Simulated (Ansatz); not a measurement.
**Sn (Im-3m), an elastic constant from a strain scan**

All numbers below come from Ansatz, DFT r2SCAN, scalar-relativistic, plane waves, PAW. Cutoff 500 eV, Γ-centred 22×22×22 k-points, Gaussian smearing of 0.15 eV. No spin polarisation. Energies are free energies at this smearing, counted from the undisturbed cell; pressure is positive in compression.

Zero of the scan (relaxed at this level; with this scan's settings it stands at -0.3 GPa; this bcc form isn't the usual structure):

```xyz
1
Lattice="-1.8913 1.8913 1.8913 1.8913 -1.8913 1.8913 1.8913 1.8913 -1.8913" Properties=species:S:1:pos:R:3 pbc="T T T"
Sn    0.0000    0.0000    0.0000
```

The cell is strained by ε times the Voigt pattern (1, -1, 0, 0, 0, 0) (xx, yy, zz, yz, xz, xy; engineering shear) with fractional coordinates fixed. The cell holds 1 atom in V0 = 27.06 Å³. The stress column is τ = (1/V0) dE/dε, got from the stress tensor σ (compression positive) at each point as −det(1 + εP) σ : P(1 + εP)⁻¹, with P the pattern as a tensor.

```csv
ε,ΔE (meV/atom),τ (GPa)
-0.0175,-0.523,0.525
-0.0150,-0.330,0.392
-0.0100,-0.099,0.170
-0.0050,-0.015,0.044
0.0000,0.000,0.000
0.0050,-0.015,-0.044
0.0100,-0.099,-0.170
0.0150,-0.330,-0.392
0.0175,-0.523,-0.525
0.0200,?,?
```

Question: Which combination of elastic constants does this scan measure, and how large is it?

Answer: For small ε, τ = τ0 + Kε with K = pᵀCp, which for this pattern is 2(C11 − C12) in the cubic axes. The parabola through τ at ε = -0.0050, 0 and 0.0050 has slope K = -8.9 GPa at zero. The energies per cell, E = NΔE, of the wider pair ε = ±0.0175 give K = 2[E(ε₊)/ε₊ − E(ε₋)/ε₋]/[(ε₊ − ε₋)V0] = -20.2 GPa; energies this small carry numerical noise (the number of plane waves changes with the cell), and higher-order terms add over long steps. K is negative: with the atoms carried along, the cell is unstable to this strain. The start is under stress, which shifts K from the elastic constant by about the size of that stress.

Question: Predict the withheld row at ε = 0.0200 from the harmonic law, and compare.

Answer: ΔE = V0(τ0 ε + Kε²/2)/N = -0.300 meV/atom and τ = -0.18 GPa. The calculation gives -0.773 meV/atom and -0.66 GPa: the energy lies 0.47 meV/atom below the harmonic value.

In a metal these slopes depend on the k mesh and the smearing.